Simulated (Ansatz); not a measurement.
EuAgAs: what a change of scf.initial_density.chi_scale does

All numbers are calculated (PBEsol, collinear spin, no spin-orbit coupling; Ansatz, PAW set soft_2, 420 eV, k-mesh 9×9×4), not measured. These are the settings of the reference run.

Cell:

```
Eu Ag As
1.0
     4.46625    0.00000    0.00000
    -2.23313    3.86789    0.00000
     0.00000    0.00000    7.76095
Eu Ag As
2 2 2
Direct
  0.00000 0.00000 0.00000
  0.00000 0.00000 0.50000
  0.33333 0.66667 0.75000
  0.66667 0.33333 0.25000
  0.33333 0.66667 0.25000
  0.66667 0.33333 0.75000
```

The reference run of this cell is solved again as a single point with these keys changed:

| key | reference run | changed run |
| --- | --- | --- |
| scf.initial_density.chi_scale | not typed | 0.0 |

Question: How far do the results move?

Answer: 

```
                                    quantity  reference run  changed run
energy, changed less reference (meV an atom)              0          0.0
                              pressure (GPa)            0.0          0.0
                        largest force (eV/Å)           0.00         0.00
                        gap on the mesh (eV)           0.00         0.00
                     moment of the cell (μB)          13.99        13.99
```

The results hardly move, so this setting matters little here, or the typed value is the one that the program takes anyway. It took 19 iterations.

Caveats: the reference run: 4f shell without a U, which puts 4f levels too near the Fermi level; the reference run: open f or d shells may hold a state above the lowest; a single point, atoms not relaxed again.
